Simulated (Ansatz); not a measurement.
Consider the following.

K:
```cif
data_K
_chemical_formula_sum 'K1'
_space_group_name_H-M_alt 'P 1'
_space_group_IT_number 1
_cell_length_a 4.57389
_cell_length_b 4.57389
_cell_length_c 4.57389
_cell_angle_alpha 109.471
_cell_angle_beta 109.471
_cell_angle_gamma 109.471
loop_
_space_group_symop_operation_xyz
  'x, y, z'
loop_
_atom_site_label
_atom_site_type_symbol
_atom_site_fract_x
_atom_site_fract_y
_atom_site_fract_z
_atom_site_occupancy
K1 K 0.00000 0.00000 0.00000 1
```

This is the PBE-relaxed structure.

Problem. All from DFT-PBE in the program Ansatz with PAW potentials, unless another level is named. Give the bulk modulus (Birch–Murnaghan fit).

Solution. 3.6 GPa.

Problem. Predict the elastic constants (relaxed ions, GPa).

Solution. C11 = 4.0, C12 = 3.4, C44 = 2.7.

Space group Im-3m (bcc (W type)). The cell was relaxed with PBE under the symmetry of its start. As this level gives no gap, shear constants depend on the k-mesh and smearing (Fermi–Dirac, 0.1 eV here).

Potentials: the later of the program's two PAW sets.
